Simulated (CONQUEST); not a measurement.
Consider a self-consistent single point of HgTe (P3_221, 12 atoms in the cell; from Materials Project mp-1071269, changed as shown).

```
HgTe
1.0
    4.50295     0.00000     0.00000
    0.00000     7.79935     0.00000
    0.00000     0.00000    10.05092
Hg Te
6 6
Direct
  0.34416   0.34416   0.00000
  0.31168   0.00000   0.66667
  0.84416   0.15584   0.33333
  0.84416   0.84416   0.00000
  0.81168   0.50000   0.66667
  0.34416   0.65584   0.33333
  0.25686   0.25686   0.50000
  0.48628   0.00000   0.16667
  0.75686   0.24314   0.83333
  0.75686   0.75686   0.50000
  0.98628   0.50000   0.16667
  0.25686   0.74314   0.83333
```

Level of theory: LDA (PW92), numerical atomic orbitals double-zeta with polarisation (the shipped basis), PseudoDojo norm-conserving potentials made for LDA (CONQUEST).

CONQUEST settings:

- basis: DZP
- Diag.MPMeshX, Y, Z: 6 4 2
- potentials: PseudoDojo norm-conserving LDA
- Grid.GridCutoff: 140 Ha
- DM.SolutionMethod: diagon
- Diag.kT: 0.000367 Ha
- Diag.GammaCentred: true
- minE.SCTolerance: 1.0e-07
- SC.MaxIters: 100
- SC.LinearMixingFactor: 0.5
- AtomMove.TypeOfRun: static

Task: Estimate, at this level of theory: gap on the k-point mesh, pressure and largest force (vector length).

Result: The run gave:

* **Gap on the k-point mesh**: 0.62 eV
* **Pressure**: 3.45 GPa
* **Largest force (vector length)**: 1.117 eV/Å

Gaps are taken between levels on the mesh.

For comparison: a first run was changed to give this one (lattice scaled by 0.98), and from it to this one the free energy rises by 17.9 meV/atom, the pressure goes from -0.10 to 3.45 GPa, the largest force goes from 0.568 to 1.117 eV/Å and the gap on the mesh goes from 0.636 to 0.623 eV.

Spin-orbit coupling is left out, which matters for bands and gaps with elements this heavy. The program uses no crystal symmetry, so grid and mesh can part values that symmetry would make equal. The atom-centred basis is finite, which shifts total energies, pressures, gaps and forces against plane waves. Forces above 1 eV/Å remain at this geometry, of which the finite basis can carry a part. The structure comes from a collection of computed structures, made at another level of theory; the collection holds predicted forms beside known ones. Its lattice was then scaled.

Cost on one core: roughly 2.1 core-minutes.
